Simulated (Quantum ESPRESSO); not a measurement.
## Calculated data, Ti6VCu (simulated cell), TiCu4Mo2Pd (simulated cell)

All values are calculated (Quantum ESPRESSO 7.5). Calculation on a made-up metal alloy cell, not a measurement, run again with a planted mistake, found by running each candidate: no spin or spin-orbit, unrelaxed, 2900 K smearing, stress positive in tension, cell energy less the intended atoms' offsets; periodic Kohn-Sham density functional theory in plane waves with PseudoDojo standard norm-conserving scalar-relativistic pseudopotentials, each functional with its own files (v0.5 for PBE, v0.4.1 for LDA and PBEsol), eight atoms on drawn sites of a strained close-packed or body-centred lattice, each displaced and held fixed; the energy is the cell's free energy, ions and the entropy term -TS included, at the stated Fermi-Dirac width, less a fixed offset for each atom's element (shifted free energy); compositions with an open d shell lost a parallel starting moment in a cheaper test run, and other magnetic orders were not tried; an error bar is the largest change of its kind in a tighter rerun, never given below 0.002 eV, 0.02 GPa or 0.003 eV/angstrom, and covers cutoff and k-mesh only, not smearing or the files.

Settings shared by all entries: intended functional pbe; cutoff 1252 eV; fermi dirac smearing 0.25 eV; intended electrons removed 0; candidate second exchanged site 6; candidate functional lda; structure shown the intended cell.

Notes on all entries: the copper pseudopotential is less sure than most, with forces differing by about three percent and pressure by about two GPa from a second method on plain copper; a spin test at this wide smearing found no moment, but such smearing suppresses magnetism that the real alloy may have; another functional or element uses other pseudopotential files, so its energy jump is mostly a change of zero; lattice, volume and sites are drawn at random and may be unstable or far from any real phase; energies are for the whole cell, less offsets fitted to these runs, so they are not formation energies.

(1) Ti6VCu (simulated cell)

```
Ti6VCu
1.0
     -0.0037     1.9859     1.9520
      0.0360     3.9743    -3.9065
     -7.6608    -2.0157     1.9967
Ti Cu V Ti
3 1 1 3
Direct
  -0.02039 -0.00154 -0.00040
  -0.00462 0.25073 0.50018
  -0.00337 0.50703 -0.00451
  0.00226 0.74539 0.49729
  0.49697 0.12637 0.74562
  0.51135 0.38936 0.26478
  0.48508 0.62098 0.74787
  0.50888 0.87198 0.24930
```

```
lattice type                     : face-centred cubic
healthy entropy term negative ts : -2.222 eV
healthy pressure                 : 14.01 GPa
healthy stress xx                : -13.03 GPa
healthy stress yy                : -14.55 GPa
healthy stress zz                : -14.47 GPa
healthy stress yz                : 0.31 GPa
healthy stress xz                : -1.34 GPa
healthy stress xy                : 0.85 GPa
faulty entropy term negative ts  : -2.244 eV
faulty pressure                  : 2.87 GPa
faulty stress xx                 : -1.86 GPa
faulty stress yy                 : -3.45 GPa
faulty stress zz                 : -3.29 GPa
faulty stress yz                 : 0.35 GPa
faulty stress xz                 : -1.2 GPa
faulty stress xy                 : 0.79 GPa
candidate first exchanged site   : 4
candidate length scale change    : 1.27 percent
candidate wrong element site     : 6
candidate wrong element          : Al
candidate misplaced site         : 5
candidate misplaced along        : z
candidate misplaced by           : -0.17 Å
k mesh                           : 8 x 5 x 3 shifted half a step off Gamma on each axis
healthy shifted free energy      : 1.646 eV
faulty shifted free energy       : 8.094 eV
fault kind                       : wrong functional (functional lda)
```

Atoms:
```csv
atoms element,atom site,atom energy offset (eV)
Ti,1,-1615.4
Ti,2,-1615.4
Ti,3,-1615.4
Cu,4,-5159.25
V,5,-2008.71
Ti,6,-1615.4
Ti,7,-1615.4
Ti,8,-1615.4
```

Healthy forces:
```csv
site,x (eV/Å),y (eV/Å),z (eV/Å)
1,-0.13,0.626,-0.392
2,-0.372,-0.373,0.504
3,0.265,-0.557,0.706
4,-0.572,0.293,-0.31
5,0.288,-0.26,0.284
6,0.319,-0.109,-0.181
7,0.74,0.536,-0.459
8,-0.537,-0.156,-0.153
```

Faulty forces:
```csv
site,x (eV/Å),y (eV/Å),z (eV/Å)
1,-0.094,0.559,-0.36
2,-0.373,-0.345,0.467
3,0.284,-0.506,0.639
4,-0.501,0.254,-0.269
5,0.287,-0.228,0.25
6,0.193,-0.067,-0.188
7,0.712,0.493,-0.43
8,-0.508,-0.161,-0.111
```

Candidate mistake: atoms exchanged, cell scaled, wrong functional, wrong element, atom misplaced

Notes: error bars of the healthy run: energy 0.002 eV, stress 0.02 GPa, force 0.003 eV/Å, from a tighter rerun of this or a related cell; largest difference from healthy 3224 error bars; largest difference from nearest other mistake 3169 error bars.

(2) TiCu4Mo2Pd (simulated cell)

```
TiCu4Mo2Pd
1.0
     -0.0419    -0.0377    -4.3899
      0.0626     4.5345     0.0392
      5.2906     0.0723     0.0502
Cu Mo Ti Cu Pd Cu Mo
1 1 1 1 1 2 1
Direct
  -0.00285 -0.02629 0.00866
  -0.02363 0.00252 0.51292
  -0.01387 0.50882 0.26197
  -0.00496 0.50550 0.77340
  0.50524 0.34463 -0.01096
  0.50409 0.33864 0.49855
  0.49495 0.83567 0.24909
  0.48462 0.81929 0.76485
```

```
lattice type                     : hexagonal close-packed
healthy entropy term negative ts : -1.276 eV
healthy pressure                 : 14.41 GPa
healthy stress xx                : -13.87 GPa
healthy stress yy                : -18.99 GPa
healthy stress zz                : -10.37 GPa
healthy stress yz                : 0.97 GPa
healthy stress xz                : 0.62 GPa
healthy stress xy                : 5.15 GPa
faulty entropy term negative ts  : -1.28 eV
faulty pressure                  : 0.06 GPa
faulty stress xx                 : 0.66 GPa
faulty stress yy                 : -4.21 GPa
faulty stress zz                 : 3.38 GPa
faulty stress yz                 : 0.94 GPa
faulty stress xz                 : 0.52 GPa
faulty stress xy                 : 4.66 GPa
candidate first exchanged site   : 3
candidate length scale change    : 1.78 percent
candidate wrong element site     : 3
candidate wrong element          : Nb
candidate misplaced site         : 6
candidate misplaced along        : x
candidate misplaced by           : -0.25 Å
k mesh                           : 5 x 5 x 5 shifted half a step off Gamma on each axis
healthy shifted free energy      : -0.391 eV
faulty shifted free energy       : 24.886 eV
fault kind                       : wrong functional (functional lda)
```

Atoms:
```csv
atoms element,atom site,atom energy offset (eV)
Cu,1,-5159.25
Mo,2,-1911.95
Ti,3,-1615.4
Cu,4,-5159.25
Pd,5,-3687.45
Cu,6,-5159.25
Cu,7,-5159.25
Mo,8,-1911.95
```

Healthy forces:
```csv
site,x (eV/Å),y (eV/Å),z (eV/Å)
1,0.211,1.074,0.044
2,0.278,0.04,-0.776
3,0.14,-0.161,-0.608
4,-0.805,-0.758,0.024
5,1.316,-2.049,0.503
6,0.095,0.096,0.63
7,0.574,0.317,0.344
8,-1.808,1.442,-0.161
```

Faulty forces:
```csv
site,x (eV/Å),y (eV/Å),z (eV/Å)
1,0.168,0.902,0.036
2,0.303,0.006,-0.68
3,0.108,-0.095,-0.519
4,-0.693,-0.627,0.048
5,1.15,-1.859,0.443
6,0.124,0.083,0.539
7,0.478,0.286,0.284
8,-1.638,1.303,-0.152
```

Candidate mistake: atoms exchanged, cell scaled, wrong functional, wrong element, atom misplaced

Notes: error bars of the healthy run: energy 0.0038 eV, stress 0.053 GPa, force 0.0071 eV/Å, from a tighter rerun of this or a related cell; largest difference from healthy 6673 error bars; largest difference from nearest other mistake 6599 error bars.
